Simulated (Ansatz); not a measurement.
## Relaxing a structure of Bi

The start is a generated trial cell of Bi in the AFLOW prototype A_cI16_220_c (as in Li). The structure is fully relaxed (lattice and positions, P = 0) with r2SCAN (plane waves to 500 eV, PAW, scalar-relativistic; Ansatz, a first-principles code). The first steps use a coarse 6×6×6 k-mesh.

Initial structure:
```
CELL_PARAMETERS angstrom
     -4.05710     4.05710     4.05710
      4.05710    -4.05710     4.05710
      4.05710     4.05710    -4.05710
ATOMIC_POSITIONS crystal
  Bi 0.40200 0.40200 0.40200
  Bi 0.50000 0.00000 0.09800
  Bi 0.00000 0.09800 0.50000
  Bi 0.09800 0.50000 0.00000
  Bi 0.90200 0.90200 0.90200
  Bi 0.50000 0.00000 0.59800
  Bi 0.00000 0.59800 0.50000
  Bi 0.59800 0.50000 0.00000
```

| Quantity | Result |
|---|---|
| Outcome | The space group stays I-43d (No. 220) (the run could not lower it); the end is AFLOW prototype A_cI16_220_c (as in Li), with 8 atoms in the primitive cell |
| Energy released | 0.04 eV/atom |
| Volume change | +4.1 %, from 33.39 to 34.76 Å³/atom |
| Shortest distances (start → end) | The closest pairs of elements (up to four, under 3.6 Å), start → end: Bi–Bi 3.36 → 3.18 Å |
| Optimiser moves | 5 |

Relaxed structure:

```cif
data_Bi16
_chemical_formula_sum 'Bi16'
_space_group_name_H-M_alt 'I-43d'
_space_group_IT_number 220
_space_group_name_Hall 'I -4bd 2c 3'
_cell_length_a 8.22384
_cell_length_b 8.22384
_cell_length_c 8.22384
_cell_angle_alpha 90.000
_cell_angle_beta 90.000
_cell_angle_gamma 90.000
loop_
_atom_site_label
_atom_site_type_symbol
_atom_site_symmetry_multiplicity
_atom_site_Wyckoff_symbol
_atom_site_fract_x
_atom_site_fract_y
_atom_site_fract_z
_atom_site_occupancy
Bi1 Bi 16 c 0.17985 0.17985 0.17985 1
```
(The calculation used a cell of 8 atoms; values per cell refer to that cell.)

Final values are on a 8×8×8 k-mesh of the relaxed cell. No spin polarisation in the result.

The run could not lose the symmetry of its start, so the end can be a saddle point.

The relaxed structure here is a generated cell of Bi: the first start was made by placing the elements on the sites of a structure type, and the end was not matched to a known phase here, so it may be hypothetical. Known forms of Bi include space group No. 166.
